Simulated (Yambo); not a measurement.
A G0W0@PBE run in Yambo for BN (space group P6_3/mmc, No. 194) (6×6×2 Γ-centred k mesh, 94 bands and a 10 Ry block in the screening, 94 bands in G with the Bruneval-Gonze terminator, plasmon pole fitted at 27.2 eV) gives these matrix elements, in eV, at the band edges (H → M):

```tsv
state	E0	<Vxc>	<Σx>	<Σc(E0)>	Z
valence edge	0.000	-16.599	-19.918	2.223	0.808
conduction edge	4.510	-10.315	-5.464	-3.938	0.840
```

Question: Solve the linearised quasiparticle equation for both states, give the gap, and say how exchange and correlation each act on it.

Answer: E = E0 + Z(Σx + Σc − Vxc). Valence: 0.000 + 0.808 × (-19.918 + (2.223) − (-16.599)) = -0.89 eV. Conduction: 4.510 + 0.840 × (-5.464 + (-3.938) − (-10.315)) = 5.28 eV. The gap is 6.16 eV, against 4.51 eV in PBE. Replacing Vxc by bare exchange alone would open it by 8.17 eV; correlation takes back 6.16 eV of that, and Z scales what is left. Nearest settings tried, and what they do to the gap: 59 bands in G: +8 meV; 59 bands in W, 59 bands in G: -3 meV; 8 Ry block (121 vectors against 177): -60 meV. Not varied: mesh. So the settings aren't converged at that level. Among the k points computed, the smallest G0W0 gap is 5.67 eV, H → Γ. 

Geometry of the Materials Project entry, not relaxed at this level; primitive cell a = 2.512 Å, b = 2.512 Å, c = 7.707 Å, α = 90.00°, β = 90.00°, γ = 120.00°.

The distance between layers or molecules is the database entry's, not relaxed here. Functionals without dispersion can leave it too large, which widens gaps and weakens the response across layers: the numbers belong to this cell.
